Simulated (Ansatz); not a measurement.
**Phases of Sn at 240 GPa**

Structure types of Sn are relaxed in primitive cells with their symmetry kept at 240 GPa, first on PAW files, then by LAPW. The enthalpy is E + pV at zero temperature, without zero-point motion. Only the types listed were tried, and differences under about 5 meV/atom are mesh noise. Not among the end structures: fcc, which may lie lower.

All numbers are LDA results (scalar-relativistic) from Ansatz 0.2.0, with Fermi–Dirac smearing of 0.05 eV, no spin polarisation. Methods: LAPW: all electrons, basis error target 0.5 meV/atom; PAW: frozen-core files, cutoff 420 eV.

k meshes: bcc 18×18×18, hcp 16×16×9, omega 9×9×12, diamond 13×13×13, simple hexagonal 17×17×16.

Spin–orbit coupling is left out, which matters for the heavy atoms. The PAW files were made under PBE.

| start type | ends as | a, b, c (Å) | V (Å³/atom) | H − H(lowest), LAPW (meV/atom) |
| --- | --- | --- | --- | --- |
| bcc | bcc, Im-3m | 2.922, 2.922, 2.922 | 12.47 | 6.1 |
| hcp | hcp, P6_3/mmc | 2.612, 2.612, 4.213 | 12.45 | 0.0 |
| omega | omega, P6/mmm | 4.178, 4.178, 2.485 | 12.53 | 134.2 |
| diamond | diamond, Fd-3m | 4.946, 4.946, 4.946 | 15.13 | ? |
| simple hexagonal | simple hexagonal, P6/mmm | 2.505, 2.505, 2.344 | 12.73 | ? |

**Question.** What belongs in the row "simple hexagonal", column "H − H(lowest), LAPW (meV/atom)"?

**Answer.** 531.4.

**Question.** What belongs in the row "diamond", column "H − H(lowest), LAPW (meV/atom)"?

**Answer.** 5749.5.
